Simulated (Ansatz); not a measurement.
Cl:
```xyz
4
Lattice="3.1847 -2.0377 0.0000 3.1847 2.0377 0.0000 0.0000 0.0000 8.1932" Properties=species:S:1:pos:R:3 pbc="T T T"
Cl     3.1847    -0.4970     3.2217
Cl     3.1847    -1.5407     7.3183
Cl     3.1847     1.5407     0.8749
Cl     3.1847     0.4970     4.9715
```

Relaxed with r²SCAN+D4. Special points in fractions of this cell's reciprocal vectors: Γ (0.000, 0.000, 0.000); Y (0.500, 0.500, 0.000); F0 (0.352, 0.648, 0.000); Δ0 (-0.352, 0.352, 0.000); Z (0.000, 0.000, 0.500); B0 (-0.352, 0.352, 0.500); G0 (0.352, 0.648, 0.500); T (0.500, 0.500, 0.500); S (0.000, 0.500, 0.000); R (0.000, 0.500, 0.500).

**Question.** List the band energies nearest the valence-band maximum at these points for r²SCAN+D4 in the plane-wave PAW code Ansatz.

**Answer.** In eV from the valence-band maximum; about four levels below and three above (degenerate sets whole), none deeper than 8.9 eV; points with the same levels are listed once.

```csv
k,below,above
Γ,-0.92 -0.39 -0.12 0.00,2.62 3.56 7.56
Y,-1.50 -1.15 -0.45 -0.23,2.70 3.33 8.76
F0,-1.22 -0.86 -0.42 -0.21,2.99 3.29 9.45
Z,-0.79 -0.79 -0.06 -0.06,3.03 3.03 7.92 7.92
B0,-0.68 -0.68 -0.45 -0.45,3.05 3.05 10.17 10.17
T,-0.91 -0.91 -0.83 -0.83,2.96 2.96 9.39 9.39
S,-0.89 -0.89 -0.28 -0.28,3.31 3.31 8.52 8.52
R,-0.65 -0.65 -0.07 -0.07,3.03 3.03 8.82 8.82
```

Space group Cmce (molecular I2 type). The r²SCAN+D4 relaxation kept the symmetry of its start. The substance is a gas or liquid at ambient conditions; this is its low-temperature solid.

Potentials: the earlier of the program's two PAW sets.
